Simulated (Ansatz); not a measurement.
CoSn:
```cif
data_Co3Sn3
_chemical_formula_sum 'Co3 Sn3'
_space_group_name_H-M_alt 'P6/mmm'
_space_group_IT_number 191
_space_group_name_Hall '-P 6 2'
_cell_length_a 5.17216
_cell_length_b 5.17216
_cell_length_c 4.12542
_cell_angle_alpha 90.000
_cell_angle_beta 90.000
_cell_angle_gamma 120.000
loop_
_atom_site_label
_atom_site_type_symbol
_atom_site_symmetry_multiplicity
_atom_site_Wyckoff_symbol
_atom_site_fract_x
_atom_site_fract_y
_atom_site_fract_z
_atom_site_occupancy
Co1 Co 3 f 0.00000 0.50000 0.00000 1
Sn1 Sn 2 d 0.33333 0.66667 0.50000 1
Sn2 Sn 1 a 0.00000 0.00000 0.00000 1
```

This is the LDA-relaxed structure.

Question: All from DFT-LDA in the program Ansatz with PAW potentials, unless another level is named. Predict the highest zone-centre frequency.

Answer: 282 cm⁻¹.

Question: What about the Young's modulus?

Answer: 212 GPa.

The cell was relaxed with LDA under the symmetry of its start; of distortions, only those at the zone centre were tested. The run is not spin-polarised. As this level gives no gap, phonon frequencies hold no LO–TO term and depend on the k-mesh and smearing (Fermi–Dirac, 0.1 eV here). On the denser mesh and wider smearing of the elastic run this cell carries a stress of 0.6 GPa. Spin–orbit coupling is left out wherever it is not named.

Potentials: the later of the program's two PAW sets.
